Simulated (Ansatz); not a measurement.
**Vibrational response of Ta3W2**

The calculation used Ansatz, DFT PBE, scalar-relativistic, plane waves, PAW. Settings: 420 eV plane-wave cutoff, Γ-centred 16×16×16 mesh, Fermi-Dirac smearing of 0.15 eV. No spin polarisation. Phonons by linear response, acoustic sum rule imposed.

The cell, relaxed at this level:
```xyz
5
Lattice="-1.6282 1.6282 8.1631 1.6282 -1.6282 8.1631 1.6282 1.6282 -8.1631" Properties=species:S:1:pos:R:3 pbc="T T T"
Ta    0.0000    0.0000   13.1191
Ta    0.0000    0.0000    0.0000
Ta    0.0000    0.0000    3.2072
W     0.0000    0.0000    6.5333
W     0.0000    0.0000    9.7930
```

The structure comes from a generated guess, relaxed at this level; another structure or a mixture of phases may lie lower. In a metal, frequencies depend on the k mesh and the smearing, soft modes most. Spin–orbit coupling is left out, which matters for heavy elements.

(1) Is this structure stable against zone-centre distortions?

(2) List the optical modes at Γ (i marks imaginary ones).

Results:

(1) Yes, at Γ: no optical mode is imaginary. Strains and other wave vectors aren't tested by this run.

(2)
```
frequency (THz)  degeneracy
           2.43           2
           2.81           2
           4.42           1
           4.96           1
           5.12           2
           5.22           2
           5.24           1
           5.29           1
```
